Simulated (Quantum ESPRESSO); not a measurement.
# Si2PAlC4: one run as intended and one with a planted mistake

Computed values, not a measurement. The program is pw.x of Quantum ESPRESSO 7.5 (plane-wave density functional theory). The cell is made up: 8 atoms on a zincblende/diamond lattice, with randomly drawn elements, strain and displacements, not relaxed. PseudoDojo standard norm-conserving files (v0.5 for PBE, v0.4.1 for LDA and PBEsol) set the functional; there is no spin polarisation, spin-orbit coupling or dispersion term, and the masses in the input are unused placeholders.

Intended input:

```
&control calculation='scf', pseudo_dir='./dojo.nc.sr.pbe.v0_5.standard.upf', outdir='./o', disk_io='medium', tprnfor=.true., tstress=.true. /
&system ibrav=0, nat=8, ntyp=4, nbnd=22, ecutwfc=82.02448710, nosym=.true., tot_charge=0,
 occupations='smearing', smearing='fd', degauss=0.0018374661
/
&electrons conv_thr=7.350e-09, electron_maxstep=60, /
ATOMIC_SPECIES
Al 1.0 Al.upf
C 1.0 C.upf
P 1.0 P.upf
Si 1.0 Si.upf
CELL_PARAMETERS angstrom
4.3686 0.0513 -0.0769
0.0513 4.3615 -0.0118
-0.0769 -0.0118 4.3418
ATOMIC_POSITIONS angstrom
Si -0.0507 0.0858 0.0532
P 0.0061 2.208 2.182
Al 2.1495 0.0627 2.202
Si 2.2609 2.1771 -0.0269
C 1.1538 1.0666 1.0247
C 1.0334 3.3275 3.2215
C 3.2618 1.1812 3.2152
C 3.3159 3.3774 1.0221
K_POINTS automatic
4 4 4 1 1 1
```

The log is shortened where brackets say so; the opening notice, blank lines, dates and the lines on written files are dropped, and the path of the files is cut. It prints rydbergs, bohrs and kilobars, and counts compression as positive stress.

Log of the intended run:

```
     Program PWSCF v.7.5
     Parallel version (MPI & OpenMP), running on       1 processor cores
     Number of MPI processes:                 1
     Threads/MPI process:                     1
     [start-up lines left out]
     bravais-lattice index     =            0
     lattice parameter (alat)  =       8.2573  a.u.
     unit-cell volume          =     558.0157 (a.u.)^3
     number of atoms/cell      =            8
     number of atomic types    =            4
     number of electrons       =        32.00
     number of Kohn-Sham states=           22
     kinetic-energy cutoff     =      82.0245  Ry
     charge density cutoff     =     328.0979  Ry
     scf convergence threshold =      7.3E-09
     mixing beta               =       0.7000
     number of iterations used =            8  plain     mixing
     Exchange-correlation= PBE
                           (   1   4   3   4   0   0   0)
     [axes and pseudopotential details left out]
   Cartesian axes
     site n.     atom                  positions (alat units)
         1        Si     tau(   1) = (  -0.0116030   0.0196358   0.0121751  )
         2        P      tau(   2) = (   0.0013960   0.5053120   0.4993617  )
         3        Al     tau(   3) = (   0.4919239   0.0143492   0.5039388  )
         4        Si     tau(   4) = (   0.5174184   0.4982403  -0.0061562  )
         5        C      tau(   5) = (   0.2640530   0.2440968   0.2345078  )
         6        C      tau(   6) = (   0.2364988   0.7615152   0.7372566  )
         7        C      tau(   7) = (   0.7464794   0.2703236   0.7358148  )
         8        C      tau(   8) = (   0.7588605   0.7729351   0.2339128  )
     number of k points=    32  Fermi-Dirac smearing, width (Ry)=  0.0018
                       cart. coord. in units 2pi/alat
        k(    1) = (   0.1258303   0.1240988   0.1283656), wk =   0.0625000
        k(    2) = (   0.1302532   0.1247277   0.3800451), wk =   0.0625000
     [further k points left out]
     Dense  grid:    55989 G-vectors     FFT dimensions: (  48,  48,  48)
     Estimated max dynamical RAM per process >      64.80 MB
     Initial potential from superposition of free atoms
     starting charge      31.9960, renormalised to      32.0000
     Starting wfcs are   32 randomized atomic wfcs
     total cpu time spent up to now is        5.2 secs
     per-process dynamical memory:    50.8 Mb
     Self-consistent Calculation
     iteration #  1     ecut=    82.02 Ry     beta= 0.70
     Davidson diagonalization with overlap
     ethr =  1.00E-02,  avg # of iterations =  3.5
     total cpu time spent up to now is       15.1 secs
     total energy              =     -82.82921940 Ry
     estimated scf accuracy    <       1.90215639 Ry
     iteration #  2     ecut=    82.02 Ry     beta= 0.70
     Davidson diagonalization with overlap
     ethr =  5.94E-03,  avg # of iterations =  2.0
     total cpu time spent up to now is       25.1 secs
     total energy              =     -83.37865297 Ry
     estimated scf accuracy    <       0.98397327 Ry
     [iterations 3 to 9 left out]
     iteration # 10     ecut=    82.02 Ry     beta= 0.70
     Davidson diagonalization with overlap
     ethr =  2.12E-09,  avg # of iterations =  2.0
     total cpu time spent up to now is       96.8 secs
     total energy              =     -83.56147598 Ry
     estimated scf accuracy    <       0.00000004 Ry
     iteration # 11     ecut=    82.02 Ry     beta= 0.70
     Davidson diagonalization with overlap
     ethr =  1.39E-10,  avg # of iterations =  3.3
     total cpu time spent up to now is      105.1 secs
     End of self-consistent calculation
     [lines on levels left out]
!    total energy              =     -83.56147599 Ry
     estimated scf accuracy    <          7.1E-09 Ry
     smearing contrib. (-TS)   =      -0.00000000 Ry
     internal energy E=F+TS    =     -83.56147599 Ry
     The total energy is F=E-TS. E is the sum of the following terms:
     one-electron contribution =      21.24008557 Ry
     hartree contribution      =       9.76910164 Ry
     xc contribution           =     -30.27862610 Ry
     ewald contribution        =     -84.29203710 Ry
     convergence has been achieved in  11 iterations
     Forces acting on atoms (cartesian axes, Ry/au):
     atom    1 type  4   force =     0.06092971   -0.07138259   -0.02949261
     atom    2 type  3   force =     0.01507073    0.02928081   -0.01318488
     atom    3 type  1   force =     0.00760328   -0.05143264   -0.00325539
     atom    4 type  4   force =    -0.05059355    0.08410843   -0.00251069
     atom    5 type  2   force =    -0.08580510    0.11401854    0.00726132
     atom    6 type  2   force =    -0.03519537   -0.07988507    0.04902144
     atom    7 type  2   force =     0.05378959    0.06504870   -0.01547419
     atom    8 type  2   force =     0.03420071   -0.08975617    0.00763501
     Total force =     0.265287     Total SCF correction =     0.000073
     Computing stress (Cartesian axis) and pressure
          total   stress  (Ry/bohr**3)                   (kbar)     P=       79.62
   0.00060737  -0.00025900   0.00060552           89.35      -38.10       89.07
  -0.00025900   0.00047037   0.00003573          -38.10       69.19        5.26
   0.00060552   0.00003573   0.00054591           89.07        5.26       80.31
     init_run     :      4.85s CPU      5.08s WALL (       1 calls)
     electrons    :     93.24s CPU     99.88s WALL (       1 calls)
     forces       :      1.67s CPU      1.72s WALL (       1 calls)
     stress       :      6.61s CPU      6.68s WALL (       1 calls)
     [timing details left out]
     PWSCF        :   1m46.55s CPU   1m53.62s WALL
     JOB DONE.
```

A second run has one planted mistake: the smearing is too wide. The input lines that differ, file-writing options aside:

```
- &system ibrav=0, nat=8, ntyp=4, nbnd=22, ecutwfc=82.02448710, nosym=.true., tot_charge=0,
+ &system ibrav=0, nat=8, ntyp=4, nbnd=40, ecutwfc=82.02448710, nosym=.true., tot_charge=0,
-  occupations='smearing', smearing='fd', degauss=0.0018374661
+  occupations='smearing', smearing='fd', degauss=0.0418942273
```

Its log:

```
     Program PWSCF v.7.5
     Parallel version (MPI & OpenMP), running on       1 processor cores
     Number of MPI processes:                 1
     Threads/MPI process:                     1
     [start-up lines left out]
     bravais-lattice index     =            0
     lattice parameter (alat)  =       8.2573  a.u.
     unit-cell volume          =     558.0157 (a.u.)^3
     number of atoms/cell      =            8
     number of atomic types    =            4
     number of electrons       =        32.00
     number of Kohn-Sham states=           40
     kinetic-energy cutoff     =      82.0245  Ry
     charge density cutoff     =     328.0979  Ry
     scf convergence threshold =      7.3E-09
     mixing beta               =       0.7000
     number of iterations used =            8  plain     mixing
     Exchange-correlation= PBE
                           (   1   4   3   4   0   0   0)
     [axes and pseudopotential details left out]
   Cartesian axes
     site n.     atom                  positions (alat units)
         1        Si     tau(   1) = (  -0.0116030   0.0196358   0.0121751  )
         2        P      tau(   2) = (   0.0013960   0.5053120   0.4993617  )
         3        Al     tau(   3) = (   0.4919239   0.0143492   0.5039388  )
         4        Si     tau(   4) = (   0.5174184   0.4982403  -0.0061562  )
         5        C      tau(   5) = (   0.2640530   0.2440968   0.2345078  )
         6        C      tau(   6) = (   0.2364988   0.7615152   0.7372566  )
         7        C      tau(   7) = (   0.7464794   0.2703236   0.7358148  )
         8        C      tau(   8) = (   0.7588605   0.7729351   0.2339128  )
     number of k points=    32  Fermi-Dirac smearing, width (Ry)=  0.0419
                       cart. coord. in units 2pi/alat
        k(    1) = (   0.1258303   0.1240988   0.1283656), wk =   0.0625000
        k(    2) = (   0.1302532   0.1247277   0.3800451), wk =   0.0625000
     [further k points left out]
     Dense  grid:    55989 G-vectors     FFT dimensions: (  48,  48,  48)
     Estimated max dynamical RAM per process >      74.64 MB
     Initial potential from superposition of free atoms
     starting charge      31.9960, renormalised to      32.0000
     Starting wfcs are   32 randomized atomic wfcs +    8 random wfcs
     total cpu time spent up to now is        5.9 secs
     per-process dynamical memory:    47.5 Mb
     Self-consistent Calculation
     iteration #  1     ecut=    82.02 Ry     beta= 0.70
     Davidson diagonalization with overlap
     ethr =  1.00E-02,  avg # of iterations =  7.9
     total cpu time spent up to now is       31.4 secs
     total energy              =     -82.84829533 Ry
     estimated scf accuracy    <       1.90017419 Ry
     iteration #  2     ecut=    82.02 Ry     beta= 0.70
     Davidson diagonalization with overlap
     ethr =  5.94E-03,  avg # of iterations =  2.0
     total cpu time spent up to now is       45.0 secs
     total energy              =     -83.32037982 Ry
     estimated scf accuracy    <       1.23216678 Ry
     [iterations 3 to 9 left out]
     iteration # 10     ecut=    82.02 Ry     beta= 0.70
     Davidson diagonalization with overlap
     ethr =  5.16E-10,  avg # of iterations =  1.7
     total cpu time spent up to now is      153.2 secs
     total energy              =     -83.57950985 Ry
     estimated scf accuracy    <       0.00000003 Ry
     iteration # 11     ecut=    82.02 Ry     beta= 0.70
     Davidson diagonalization with overlap
     ethr =  1.09E-10,  avg # of iterations =  1.6
     total cpu time spent up to now is      167.1 secs
     End of self-consistent calculation
     [lines on levels left out]
!    total energy              =     -83.57950985 Ry
     estimated scf accuracy    <          5.9E-10 Ry
     smearing contrib. (-TS)   =      -0.06147626 Ry
     internal energy E=F+TS    =     -83.51803359 Ry
     The total energy is F=E-TS. E is the sum of the following terms:
     one-electron contribution =      21.32811611 Ry
     hartree contribution      =       9.69931350 Ry
     xc contribution           =     -30.25342609 Ry
     ewald contribution        =     -84.29203710 Ry
     convergence has been achieved in  11 iterations
     Forces acting on atoms (cartesian axes, Ry/au):
     atom    1 type  4   force =     0.05511422   -0.06567712   -0.02615481
     atom    2 type  3   force =     0.01050754    0.01996731   -0.01300895
     atom    3 type  1   force =     0.00984442   -0.04792993   -0.00102955
     atom    4 type  4   force =    -0.04641980    0.07514765    0.00034673
     atom    5 type  2   force =    -0.08385407    0.11613535    0.00217861
     atom    6 type  2   force =    -0.03575045   -0.07741844    0.04854543
     atom    7 type  2   force =     0.05428163    0.06699648   -0.01479547
     atom    8 type  2   force =     0.03627650   -0.08722131    0.00391802
     Total force =     0.256234     Total SCF correction =     0.000025
     Computing stress (Cartesian axis) and pressure
          total   stress  (Ry/bohr**3)                   (kbar)     P=       84.67
   0.00064147  -0.00022475   0.00055731           94.36      -33.06       81.98
  -0.00022475   0.00050095   0.00002455          -33.06       73.69        3.61
   0.00055731   0.00002455   0.00058426           81.98        3.61       85.95
     init_run     :      5.31s CPU      5.79s WALL (       1 calls)
     electrons    :    151.43s CPU    161.19s WALL (       1 calls)
     forces       :      2.64s CPU      2.68s WALL (       1 calls)
     stress       :      9.61s CPU      9.70s WALL (       1 calls)
     [timing details left out]
     PWSCF        :   2m49.21s CPU   2m59.76s WALL
     JOB DONE.
```

|  | intended run | run with the mistake |
| --- | --- | --- |
| free energy (eV) | -1136.912 | -1137.157 |
| smearing term -TS (eV) | 0.0000 | -0.8364 |
| pressure (GPa) | 7.96 | 8.47 |
| largest force component (eV/Å) | 2.932 | 2.986 |
| largest change of a force component (eV/Å) |  | 0.239 |
| iterations | 11 | 11 |

For scale, a rerun of the intended cell at 1347 eV and a 6 x 6 x 6 mesh moved values by no more than 0.007 eV in energy, 0.07 GPa in stress and 0.003 eV/Å in force. The number of bands, nbnd, was set by rule from the electron count and the smearing, so it follows the mistake.